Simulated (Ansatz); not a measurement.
**HfN (NiAs-type structure)**

Method: PBEsol, scalar-relativistic; no spin polarisation; PAW, 420 eV, Γ-centred 10×10×8 mesh, 0.05 eV Gaussian smearing; code Ansatz; PAW files: Ansatz's generated set soft_2.

```cif
data_structure
_symmetry_space_group_name_H-M 'P 1'
_symmetry_Int_Tables_number 1
_cell_length_a 3.1241
_cell_length_b 3.1241
_cell_length_c 5.6135
_cell_angle_alpha 90.000
_cell_angle_beta 90.000
_cell_angle_gamma 120.000
_cell_volume 47.45
loop_
_atom_site_label
_atom_site_type_symbol
_atom_site_fract_x
_atom_site_fract_y
_atom_site_fract_z
_atom_site_occupancy
Hf1 Hf 0.00000 0.00000 0.00000 1
Hf2 Hf 0.00000 0.00000 0.50000 1
N1 N 0.33333 0.66667 0.25000 1
N2 N 0.66667 0.33333 0.75000 1
```

This is a trial structure; measured cells of the compound in the Crystallography Open Database are in space group Fm-3m (rock salt).

The cell above was scaled in volume, and shape and atoms were relaxed at each volume within its symmetry. Energies are counted from the cell above.

The cell is relaxed to zero pressure at this level.

| V (Å³/atom) | ΔE (meV/atom) | P (GPa) |
| --- | --- | --- |
| 11.39 | 16.4 | 11.5 |
| 11.62 | 4.0 | 5.4 |
| 11.86 | 0.0 | 0.0 |
| 12.10 | 3.7 | -4.9 |
| 12.34 | 14.3 | -9.3 |

(1) What do the points give for the equilibrium volume, the bulk modulus and its pressure derivative (third-order Birch–Murnaghan)?

Answer:

(1) V0 = 11.86 Å³/atom, B0 = 258 GPa, B0′ = 4.1.

B0·V0 = 257.9 GPa × 11.86 Å³ = 19.10 eV/atom sets the scale: near the minimum ΔE ≈ ½ B0 V0 x², with x = V/V0 − 1, and a pressure of 2.6 GPa squeezes the volume by about 1 %. At the ends of the curve: x = −4.0 % predicts 15.3 meV/atom and the run gives 16.4; x = +4.0 % predicts 15.2 meV/atom and the run gives 14.3. The curve is steeper than the parabola on the compressed side and flatter on the expanded side: the bulk modulus rises with pressure.

No spin–orbit coupling, a notable omission for heavy elements. The run is a metal.
